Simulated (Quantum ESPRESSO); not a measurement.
**Band energies of AgNO3**

```xyz
10
Lattice="2.5762 1.4874 5.4417 -2.5762 1.4874 5.4417 0.0000 -2.9747 5.4417" Properties=species:S:1:pos:R:3 pbc="T T T"
N      0.0000     0.0000    12.6843
N      0.0000     0.0000     4.5217
O      1.2375    -0.2603     4.5314
O     -0.8441    -0.9415     4.5314
O     -0.3933     1.2018     4.5314
O      0.8441    -0.9415    12.6940
O      0.3933     1.2018    12.6940
O     -1.2375    -0.2603    12.6940
Ag     0.0000     0.0000     0.0563
Ag     0.0000     0.0000     8.2189
```

PBEsol (pw.x of Quantum ESPRESSO, ONCV potentials, scalar-relativistic); path ΓLB1,BZΓX,QFP1Z,LP; energies in eV from the valence-band maximum.

| k (1/Å) | point | band 38 | band 39 | band 40 | band 41 | band 42 | band 43 | band 44 | band 45 |
|---|---|---|---|---|---|---|---|---|---|
| 0.00 | Γ | -1.07 | -0.66 | -0.66 | -0.18 | -0.18 | 1.72 | 2.42 | 2.94 |
| 0.24 |  | -1.20 | -0.70 | -0.52 | -0.25 | -0.17 | 1.90 | 2.68 | 3.14 |
| 0.73 | L | -1.27 | -0.41 | -0.41 | -0.20 | -0.20 | 2.75 | 2.75 | 4.81 |
| 0.99 |  | -1.26 | -0.69 | -0.69 | -0.04 | -0.04 | 2.81 | 2.81 | 4.98 |
| 1.26 | B1 | -1.17 | -0.79 | -0.79 | -0.05 | -0.05 | 2.80 | 2.80 | 5.21 |
| 1.26 | B | -1.17 | -0.79 | -0.79 | -0.05 | -0.05 | 2.80 | 2.80 | 5.21 |
| 1.49 |  | -1.18 | -0.58 | -0.58 | -0.20 | -0.20 | 2.51 | 2.51 | 5.10 |
| 1.95 | Z | -1.23 | -0.42 | -0.42 | -0.42 | -0.42 | 1.85 | 1.85 | 4.59 |
| 2.14 |  | -1.14 | -0.54 | -0.54 | -0.30 | -0.30 | 1.78 | 1.99 | 3.89 |
| 2.53 | Γ | -1.07 | -0.66 | -0.66 | -0.18 | -0.18 | 1.72 | 2.42 | 2.94 |
| 2.70 |  | -1.17 | -0.70 | -0.57 | -0.23 | -0.17 | 1.82 | 2.61 | 3.01 |
| 3.05 |  | -1.23 | -0.82 | -0.45 | -0.20 | -0.03 | 2.40 | 2.98 | 4.05 |
| 3.23 |  | -1.17 | -0.89 | -0.62 | -0.05 | 0.00 | 2.71 | 2.92 | 4.74 |
| 3.40 | X | -1.17 | -0.83 | -0.78 | -0.05 | 0.00 | 2.78 | 2.88 | 5.16 |
| 3.40 | Q | -1.17 | -0.83 | -0.78 | -0.05 | 0.00 | 2.78 | 2.88 | 5.16 |
| 3.57 |  | -1.18 | -0.79 | -0.55 | -0.20 | -0.03 | 2.62 | 2.94 | 5.16 |
| 3.75 | F | -1.25 | -0.52 | -0.45 | -0.38 | -0.07 | 2.56 | 2.94 | 5.15 |
| 3.75 | P1 | -1.23 | -0.50 | -0.42 | -0.36 | -0.11 | 2.58 | 2.80 | 5.08 |
| 3.90 |  | -1.20 | -0.49 | -0.43 | -0.35 | -0.20 | 2.43 | 2.53 | 4.97 |
| 4.20 |  | -1.20 | -0.44 | -0.42 | -0.39 | -0.38 | 1.95 | 1.95 | 4.66 |
| 4.34 | Z | -1.23 | -0.42 | -0.42 | -0.42 | -0.42 | 1.85 | 1.85 | 4.59 |
| 4.34 | L | -1.27 | -0.41 | -0.41 | -0.20 | -0.20 | 2.75 | 2.75 | 4.81 |
| 4.48 |  | -1.25 | -0.43 | -0.42 | -0.24 | -0.17 | 2.71 | 2.77 | 4.83 |
| 4.74 | P | -1.23 | -0.50 | -0.42 | -0.36 | -0.11 | 2.58 | 2.80 | 5.08 |

The PBEsol gap is indirect, 1.72 eV, from 80 % of the way from Γ to X to Γ; the smallest direct gap is 1.90 eV. Another valence extremum on the path lies within 0.02 eV, too close to call.

Spin-orbit splittings are left out.

Geometry of the Materials Project entry, not relaxed at this level.

The structure is a Materials Project entry; no match was found in the copy of COD used, and its stability was not checked.
